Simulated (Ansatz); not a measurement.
C (graphite, space group No. 194) at seven volumes, DFT-r²SCAN in the program Ansatz with PAW potentials, shape and atoms relaxed at each. One row is withheld.

```tsv
V (Å³/atom)	P (GPa)
8.411	?
8.688	1.82
8.965	0.72
9.243	0.01
9.520	-0.49
9.797	-0.74
10.074	-0.91
```

Question: Fit the shown pressures and predict the withheld one.

Answer: P = (3/2)B₀(x^(7/2) − x^(5/2))[1 + (3/4)(B′ − 4)(x − 1)] with x = (V₀/V)^(2/3). Least squares on the six rows gives V₀ = 9.243 Å³/atom, B₀ = 20.0 GPa, B′ = 13.16. At V = 8.411, x = 1.0649 and P = 3.29 GPa. The run itself gave 3.36 GPa.

Space group P6_3/mmc (graphite). The r²SCAN relaxation kept the symmetry of its start. A crystal of weakly bound layers computed without a dispersion correction: the cell and the soft elastic constants depend strongly on that.

Potentials: the later of the program's two PAW sets.
